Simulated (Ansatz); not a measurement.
ZnCdSe2:
```yaml
crystal:
  lattice:
    - [4.07132, 0.00000, 0.00000]
    - [0.00000, 4.07132, 0.00000]
    - [0.00000, 0.00000, 5.84140]
  atoms:
    - { symbol: Zn, position: [0.50000, 0.50000, 0.50000] }
    - { symbol: Cd, position: [0.00000, 0.00000, 0.00000] }
    - { symbol: Se, position: [0.00000, 0.50000, 0.72660] }
    - { symbol: Se, position: [0.50000, 0.00000, 0.27340] }
```

Tensor components refer to the Cartesian frame of this cell.

Task: Give the proper piezoelectric stress tensor with relaxed ions from DFT-LDA in the program Ansatz with PAW potentials.

Result: In C/m², rows x, y, z, Voigt columns; mesh uncertainty up to 0.01.
```
 0.00   0.00   0.00   0.00   0.11   0.00
 0.00   0.00   0.00  -0.11   0.00   0.00
 0.08  -0.08   0.00   0.00   0.00   0.00
```

The elastic tensor of the same run (GPa):

```
      1     2     3     4     5     6
-  ----  ----  ----  ----  ----  ----
1  99.2  36.1  55.6   0.0   0.0   0.0
2  36.1  99.2  55.6   0.0   0.0   0.0
3  55.6  55.6  84.7   0.0   0.0   0.0
4   0.0   0.0   0.0  31.1   0.0   0.0
5   0.0   0.0   0.0   0.0  31.1   0.0
6   0.0   0.0   0.0   0.0   0.0  13.2
```

Task: Convert to strain constants d = e·S.

Result: In pC/N:
```
 0.0   0.0   0.0   0.0   3.5   0.0
 0.0   0.0   0.0  -3.5   0.0   0.0
 1.3  -1.3   0.0   0.0   0.0   0.0
```

Space group P-4m2. The workflow started from a Materials Project entry (that database holds measured and hypothetical structures alike); the Crystallography Open Database copy checked does not list it. Whether it is the stable phase at ambient conditions was not checked. Symmetry was held in the LDA relaxation; phonons on a q-mesh show no instability.

Potentials: the later of the program's two PAW sets.
